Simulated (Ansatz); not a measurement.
## Elastic constants of ScAl: input and output

The calculation used DFT LDA, scalar-relativistic, plane waves, PAW (Ansatz).

Launched with:
```bash
ansatz run input.yaml --threads 1 --pin off --max-ram 3072MiB --backend cpu --events-out ev --progress --plain --runs-dir out
```

Input (bare energies are in eV):
```yaml
crystal:
  lattice:
    - [3.31037855, 0.0, 0.0]
    - [0.0, 3.31037855, 0.0]
    - [0.0, 0.0, 3.31037855]
  atoms:
    - { symbol: Sc, position: [0.5, 0.5, 0.5] }
    - { symbol: Al, position: [0.0, 0.0, 0.0] }
basis:
  ecutwfc: 420
kpoints:
  mp_grid: { grid: [12, 12, 12] }
hamiltonian:
  xc: lda
scf:
  occupations: { method: fermi_dirac, width: 0.15 }
output:
  forces: true
  stress: true
  eigenvalues: true
elastic:
  mode: relaxed_ion
  amplitude: 0.005
```

From the output:
```
--- Elastic constants: 2 strain directions × 4 members + reference (group order 48) ---
  dense FFT box of the reference and of every strained cell: 24×24×24
  strains applied: 11, 23; error gains: componentwise 1.00 (the most a stress slope's error grows in a printed constant), spectral 1.73 (1 for all six strains in a standard setting)
  C = ∂σ_k/∂η_j (tension-positive GPa; Voigt order 11 22 33 23 13 12):
       100.804     77.907     77.907     -0.000     -0.000     -0.000
        77.907    100.804     77.907     -0.000     -0.000     -0.000
        77.907     77.907    100.804     -0.000     -0.000     -0.000
        -0.000      0.000     -0.000     96.481      0.000     -0.000
        -0.000     -0.000      0.000      0.000     96.481     -0.000
        -0.000     -0.000      0.000      0.000     -0.000     96.481
  reference stress σ⁰ (GPa):     -0.000     -0.000     -0.000     -0.000     -0.000     -0.000
  C* (energy form; C + prestress term) asymmetry max|C*_kj − C*_jk| = 2.842e-14 GPa — a small one proves nothing (zero by symmetry where the batch's group is 432, −43m or m−3m); a large one is finite-difference/SCF noise where every solve ...
  moduli (Voigt/Reuss/Hill, GPa): K = 85.54/85.54/85.54   G = 62.47/24.30/43.38   E = 111.33   ν = 0.283
  mechanically stable: yes (min eigenvalue of sym C = 22.90 GPa)
  strain η (Voigt 11):  stress-route row diagonal C_11 = 100.80 GPa, energy-path curvature d²(F+E_count+ΔE)/dδ²/Ω₀ = 100.81 GPa
    cells at ±δ against ±2δ: C11 100.83 and 100.92 GPa, apart by 0.09 % of the column's largest entry
         δ    σ_11 (GPa) F (eV) n_scf n_hpsi n_pw
    -1.000e-2      -1.0507       -2602.9018765       7   39093    739   relax 0 steps, max|allowed force component| 1.39e-28 eV/Å
    -5.000e-3      -0.5146       -2602.9027594       4   32988    739   relax 0 steps, max|allowed force component| 6.41e-30 eV/Å
     5.000e-3       0.4937       -2602.9027687       4   32497    739   relax 0 steps, max|allowed force component| 1.38e-28 eV/Å
     1.000e-2       0.9678       -2602.9019400       6   34000    739   relax 0 steps, max|allowed force component| 1.38e-28 eV/Å
  strain η (Voigt 23):  stress-route row diagonal C_44 = 96.48 GPa, energy-path curvature d²(F+E_count+ΔE)/dδ²/Ω₀ = 96.48 GPa
    cells at ±δ against ±2δ: C44 96.47 and 96.46 GPa, apart by 0.02 % of the column's largest entry
         δ    σ_23 (GPa) F (eV) n_scf n_hpsi n_pw
    -1.000e-2      -0.9646       -2602.9019577       7   57942    739   relax 0 steps, max|allowed force component| 1.97e-31 eV/Å
    -5.000e-3      -0.4824       -2602.9027779       3   48823    739   relax 0 steps, max|allowed force component| 1.58e-30 eV/Å
     5.000e-3       0.4824       -2602.9027779       3   48732    739   relax 0 steps, max|allowed force component| 1.24e-29 eV/Å
     1.000e-2       0.9646       -2602.9019577       6   51552    739   relax 0 steps, max|allowed force component| 1.28e-29 eV/Å
```

It took 49 s on 1 thread of Arm Neoverse V1 (shared host), peak memory 0.42 GiB.

In a metal, frequencies and elastic constants depend on the k mesh and the smearing, soft modes and shear constants most.